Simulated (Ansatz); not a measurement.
This run works on a generated trial structure, not on a known crystal.

Input and command of a plane-wave DFT calculation in Ansatz:

```yaml
crystal:
  lattice:
    - [7.7415707, 0.0, 0.0]
    - [-3.87078535, 6.70439689, 0.0]
    - [0.0, 0.0, 4.37329661]
  atoms:
    - { symbol: In, position: [0.0, 0.0, 0.5] }
    - { symbol: Se, position: [0.33333333, 0.16666667, 0.14546022] }
    - { symbol: Se, position: [0.33333333, 0.66666667, 0.14546022] }
    - { symbol: Se, position: [0.83333333, 0.16666667, 0.14546022] }
    - { symbol: Se, position: [0.83333333, 0.66666667, 0.14546022] }
    - { symbol: Se, position: [0.16666667, 0.33333333, 0.85453978] }
    - { symbol: Se, position: [0.16666667, 0.83333333, 0.85453978] }
    - { symbol: Se, position: [0.66666667, 0.33333333, 0.85453978] }
    - { symbol: Se, position: [0.66666667, 0.83333333, 0.85453978] }
basis:
  ecutwfc: 420
kpoints:
  mp_grid: { grid: [3, 3, 4] }
hamiltonian:
  xc: pbe
  dispersion: d3bj
scf:
  occupations: { method: gaussian, width: 0.1 }
  lower_state_search: "off"
output:
  forces: true
  stress: true
  eigenvalues: true
relax:
  adjacent_minimum: "off"
  f_tol: 0.04
  max_steps: 70
  cell: { stress_tol: 0.4 }
```

```bash
ansatz run input.yaml --threads 1 --pin off --max-ram 2560MiB --backend cpu --events-out ev --progress --plain --runs-dir out
```

Processor: Arm Neoverse V2, 1 thread, on a host shared with other jobs.

How long does it run, and how much memory does it take?

About 2.8 min, peak memory 0.56 GiB. It solves 85 bands at 10 k points (after reduction by symmetry) with about 4179 plane waves (on the last cell), in 86 SCF iterations over 13 ionic steps.
